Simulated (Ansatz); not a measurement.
MoPt:
```cif
data_MoPt
_chemical_formula_sum 'Mo1 Pt1'
_space_group_name_H-M_alt 'P-6m2'
_space_group_IT_number 187
_space_group_name_Hall 'P -6 2'
_cell_length_a 2.78813
_cell_length_b 2.78813
_cell_length_c 4.52333
_cell_angle_alpha 90.000
_cell_angle_beta 90.000
_cell_angle_gamma 120.000
loop_
_atom_site_label
_atom_site_type_symbol
_atom_site_symmetry_multiplicity
_atom_site_Wyckoff_symbol
_atom_site_fract_x
_atom_site_fract_y
_atom_site_fract_z
_atom_site_occupancy
Mo1 Mo 1 e 0.66667 0.33333 0.00000 1
Pt1 Pt 1 d 0.33333 0.66667 0.50000 1
```

Relaxed at zero pressure with the program Ansatz at the r²SCAN level (PAW).

Question: The volume is raised by 3 % and shape and atoms relax at that volume. What pressure results, and how do the axes share the change?

Answer: -7.9 GPa; a 1.0 %, b 1.0 %, c 0.9 %; the energy rises by 12 meV/atom.

Question: Give the new structure.

Answer: 
Space group P-6m2 (No. 187); a = 2.817 Å, b = 2.817 Å, c = 4.563 Å, α = 90.00°, β = 90.00°, γ = 120.00°

```
atom  site  symmetry       x       y       z
----  ----  --------  ------  ------  ------
Mo      1e      -6m2  0.6667  0.3333  0.0000
Pt      1d      -6m2  0.3333  0.6667  0.5000
```

The phase is kept; no other phase was compared at this pressure.

The workflow started from a Materials Project entry (that database holds measured and hypothetical structures alike); the Crystallography Open Database copy checked does not list it. With Mo and Pt taken as one species the cell has the higher symmetry P6_3/mmc, so it may be an ordered model of a mixed-site phase. Whether it is the stable phase at ambient conditions was not checked. The cell was relaxed with r²SCAN under the symmetry of its start; its stability against distortions is not shown here. The run is not spin-polarised. Axis ratios of metals converge slowly with the k-mesh, so a and c are less sure than the volume. Spin–orbit coupling is left out wherever it is not named.

Potentials: the later of the program's two PAW sets.
